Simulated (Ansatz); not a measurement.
Computed with Ansatz, DFT PBE, scalar-relativistic, plane waves, PAW. All cells share a 420 eV cutoff and Γ-centred k meshes spaced at most about 0.3 Å⁻¹ (about 0.25 or finer for metals, 2π included). Collinear spin in cells that started with moments and kept them past the coarse steps, no spin elsewhere.

These are static total energies at zero pressure. All come from trial cells, and lower structures may exist.

Question: These unrelaxed guesses for Sr2Li3Mo are each relaxed within their symmetry. Order them by the energy at which they end, lowest first.
A.

```
Li Sr Mo
1.0
     2.80100    1.61716    3.94170
    -2.80100    1.61716    3.94170
     0.00000   -3.23432    3.94170
Li Sr Mo
3 2 1
Direct
  0.00000 0.00000 0.50000
  0.50000 0.00000 0.00000
  0.00000 0.50000 0.00000
  0.62980 0.62980 0.62980
  0.37020 0.37020 0.37020
  0.00000 0.00000 0.00000
```

B.

```
Li Sr Mo
1.0
     4.45510    0.00000    0.00000
    -2.22755    3.85823    0.00000
     0.00000    0.00000    7.08691
Li Sr Mo
3 2 1
Cartesian
  2.2275 1.2861 2.4951
  0.0000 2.5722 4.5918
  0.0000 0.0000 3.5435
  2.2275 1.2861 5.2959
  0.0000 2.5722 1.7910
  0.0000 0.0000 0.0000
```

C.

```
Li Sr Mo
1.0
     4.26857    0.00000    0.00000
    -2.13428    3.69669    0.00000
     0.00000    0.00000    8.27215
Li Sr Mo
3 2 1
Direct
  0.00000 0.00000 0.23440
  0.00000 0.00000 0.76560
  0.00000 0.00000 0.00000
  0.33333 0.66667 0.64389
  0.66667 0.33333 0.35611
  0.00000 0.00000 0.50000
```

D.

```
Li Sr Mo
1.0
     5.43151    0.00000    0.00000
    -2.71576    4.70383    0.00000
     0.00000    0.00000    4.52608
Li Sr Mo
3 2 1
Cartesian
  2.7158 0.0000 2.2630
  -1.3579 2.3519 2.2630
  1.3579 2.3519 2.2630
  0.0000 3.1359 0.0000
  2.7158 1.5679 0.0000
  0.0000 0.0000 0.0000
```

Answer: A (ends in R-3m, 0 meV/atom), B (ends in P-3m1, 90 meV/atom), C (ends in P-3m1, 189 meV/atom), D (ends in P6/mmm, 0.38 eV/atom). Even the lowest end lies +0.47 eV/atom against the elements.

Another magnetic order may lie lower. Cells relaxed within their symmetry can be saddle points. Some candidate types were left out of the draw beforehand, so a known form may be missing.
